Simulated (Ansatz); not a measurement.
## Structures of NiPt: which is lowest?

Plane-wave DFT in Ansatz with scalar-relativistic PAW potentials, cutoff 500 eV, Γ-centred meshes chosen by cell and gap, Gaussian smearing with energies taken to zero width. Every cell was relaxed (cell and atoms) in a run of its own, within the symmetry of its start. Functional: r2SCAN.

Relaxed structures (starts from databases or built by putting these elements on another compound's sites):
A. R-3m, 2 atoms in the computed cell, a = 2.703 Å, c = 12.698 Å; sites (symmetry × multiplicity) Ni -3m × 3, Pt -3m × 3; start: database
B. P4/mmm, 2 atoms in the computed cell, a = 2.707 Å, c = 3.580 Å; sites (symmetry × multiplicity) Ni 4/mmm × 1, Pt 4/mmm × 1; start: database

**Question.** Rank them by energy. Could pressure change the order?

**Answer.**
| structure | group | E − E(lowest) (meV/atom) | V (Å³/atom) | gap on mesh (eV) |
| --- | --- | --- | --- | --- |
| B | P4/mmm | 0.0 | 13.12 | 0.00 |
| A | R-3m | 20.6 | 13.39 | 0.00 |

B is lowest, 21 meV/atom under A. The lowest is also the densest of these, so pressure wouldn't bring one of the others in at first order. Other structures may lie lower than all of these, and vibrations aren't counted.

The state reached may not be the lowest one. Spin-orbit coupling is left out, which matters for the bands of heavy elements. Magnetic cells started from one order each; another order can shift an energy by tens of meV per atom.